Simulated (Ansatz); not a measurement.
## What DFT gives for Cs2P4O

```xyz
7
Lattice="0.0000 4.7255 0.0000 4.7255 0.0000 0.0000 2.3627 2.3627 -7.3198" Properties=species:S:1:pos:R:3 pbc="T T T"
P     2.3627    2.3627   -5.1239
P     4.7255    4.7255   -2.1959
Cs    2.3627    2.3627   -2.0495
Cs    4.7255    4.7255   -5.2702
P     0.0000    2.3627    0.0000
P     2.3627    0.0000    0.0000
O     0.0000    0.0000    0.0000
```

Method: PBE, no spin polarisation; PAW, plane waves to 420 eV, 8×8×8 Γ-centred mesh, fermi-dirac occupations (width 0.0375 eV) (Ansatz 0.2.0), atoms fixed.

Forces: The largest is on P1 (and as large on other atoms): 2.04 eV/Å, components (0.00, 0.00, -2.04). It makes 0° with the line to a nearest neighbour, O7 at 2.20 Å, pointing towards it.
Stress: The pressure is 3.7 GPa (compression positive), so with the atoms held at these fractions the cell would first expand; the forces are large, so a full relaxation may end otherwise.
Charges: Bader charges in e: Cs +0.60, P -0.17 to +0.04, O -0.93. In the mean Cs gives up most and O takes most.
Electronic structure: It is a metal, with about 7 states/eV a cell as the mean within 0.25 eV of the Fermi level, mostly P p (83 %).
Formation energy: 0.90 eV an atom against the elements' usual phases (free molecules for gases, crystals otherwise, with no correction for O₂ or N₂), so at this geometry it isn't bound against them. Relaxing would lower it.

Origin: a known structure type with other elements, at an estimated volume, so it need not be a known compound. Caveats: many states at the Fermi level without spin polarisation, so a magnetic state may lie lower; atoms or cell far from equilibrium.
